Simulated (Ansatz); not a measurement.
## Ga: all-electron results

```yaml
crystal:
  lattice:
    - [-1.40400, 1.40400, 2.22900]
    - [1.40400, -1.40400, 2.22900]
    - [1.40400, 1.40400, -2.22900]
  atoms:
    - { symbol: Ga, position: [0.00000, 0.00000, 0.00000] }
```

The cell is COD entry 9012723, as deposited and not checked against the literature; nothing was relaxed.

Computed with DFT, LDA, all-electron LAPW, scalar-relativistic in Ansatz 0.2.0.

The runs use a Γ-centred 14×14×16 k mesh, Fermi–Dirac smearing of 0.05 eV, basis error target 0.25 meV/atom, no spin polarisation; this mesh doesn't keep the crystal's whole symmetry, which leaves small spurious terms.

```json
{
 "Pressure at this cell": "-1.64 GPa",
 "Band gap": "none: with an odd electron count and no spin polarisation the bands can't all be full, a metal in this set-up (spin order or a larger cell could open a gap)",
 "Stress xx, yy, zz (compression positive)": "-1.62, -1.62, -1.69 GPa",
 "Density of states at the Fermi level (0.2 eV bin)": "0.35 states/eV per cell",
 "Volume per atom": "17.58 Å³"
}
```
